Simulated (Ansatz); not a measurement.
Computed with Ansatz, DFT PBE, scalar-relativistic, plane waves, PAW. Settings: cutoff 420 eV, Γ-centred meshes spaced at most about 0.3 Å⁻¹, and about 0.25 Å⁻¹ or finer for metals (2π included), Gaussian smearing. No spin polarisation in the final relaxations.

These are static total energies at zero pressure. All come from trial cells, and lower structures may exist.

Task: Which of these relaxed structures of TaH₅ is the lowest in energy?
1.

```cif
data_structure
_symmetry_space_group_name_H-M 'Immm'
_symmetry_Int_Tables_number 71
_cell_length_a 2.9570
_cell_length_b 3.6790
_cell_length_c 10.7337
_cell_angle_alpha 90.000
_cell_angle_beta 90.000
_cell_angle_gamma 90.000
_cell_volume 116.77
loop_
_atom_site_label
_atom_site_type_symbol
_atom_site_symmetry_multiplicity
_atom_site_Wyckoff_symbol
_atom_site_fract_x
_atom_site_fract_y
_atom_site_fract_z
_atom_site_occupancy
Ta1 Ta 2 d 0.00000 0.50000 0.00000 1
H1 H 4 j 0.00000 0.50000 0.82764 1
H2 H 2 a 0.00000 0.00000 0.00000 1
H3 H 4 i 0.00000 0.00000 0.62105 1
```

2.

```cif
data_structure
_symmetry_space_group_name_H-M 'P-62m'
_symmetry_Int_Tables_number 189
_cell_length_a 3.5542
_cell_length_b 3.5542
_cell_length_c 3.1312
_cell_angle_alpha 90.000
_cell_angle_beta 90.000
_cell_angle_gamma 120.000
_cell_volume 34.25
loop_
_atom_site_label
_atom_site_type_symbol
_atom_site_symmetry_multiplicity
_atom_site_Wyckoff_symbol
_atom_site_fract_x
_atom_site_fract_y
_atom_site_fract_z
_atom_site_occupancy
Ta1 Ta 1 b 0.00000 0.00000 0.50000 1
H1 H 3 f 0.69627 0.00000 0.00000 1
H2 H 2 d 0.66667 0.33333 0.50000 1
```

3.

```cif
data_structure
_symmetry_space_group_name_H-M 'F-43m'
_symmetry_Int_Tables_number 216
_cell_length_a 4.9736
_cell_length_b 4.9736
_cell_length_c 4.9736
_cell_angle_alpha 90.000
_cell_angle_beta 90.000
_cell_angle_gamma 90.000
_cell_volume 123.03
loop_
_atom_site_label
_atom_site_type_symbol
_atom_site_symmetry_multiplicity
_atom_site_Wyckoff_symbol
_atom_site_fract_x
_atom_site_fract_y
_atom_site_fract_z
_atom_site_occupancy
Ta1 Ta 4 a 0.00000 0.00000 0.00000 1
H1 H 4 c 0.25000 0.25000 0.25000 1
H2 H 16 e 0.12589 0.37411 0.87411 1
```

4.

```cif
data_structure
_symmetry_space_group_name_H-M 'P6/mmm'
_symmetry_Int_Tables_number 191
_cell_length_a 3.4278
_cell_length_b 3.4278
_cell_length_c 2.9955
_cell_angle_alpha 90.000
_cell_angle_beta 90.000
_cell_angle_gamma 120.000
_cell_volume 30.48
loop_
_atom_site_label
_atom_site_type_symbol
_atom_site_symmetry_multiplicity
_atom_site_Wyckoff_symbol
_atom_site_fract_x
_atom_site_fract_y
_atom_site_fract_z
_atom_site_occupancy
Ta1 Ta 1 a 0.00000 0.00000 0.00000 1
H1 H 2 c 0.33333 0.66667 0.00000 1
H2 H 3 g 0.50000 0.00000 0.50000 1
```

Result: 2. It has Ta and H ordered on hcp sites, space group P-62m (No. 189); the next, 3, with space group F-43m (No. 216), lies 260 meV/atom higher. Counting H atoms around Ta (those within 1.25 times the shortest such distance or 1.15 times the sum of covalent radii), the lowest has Ta 12 and the next has Ta 16. Even the lowest lies +0.14 eV/atom against the elements.

The k mesh leaves some 4 meV/atom of noise in the energy of each metallic cell. Weakly bound directions are ill-defined at this level, which has no dispersion term (Immm), and this can change margins and order among such cells. Spin–orbit coupling, which can matter for Ta, is left out. With hydrogen, zero-point motion can shift such differences by 10 meV/atom or more. Cells relaxed within their symmetry can be saddle points. Some structure types and database cells were kept out of the candidates from the start, so a known form may be missing.
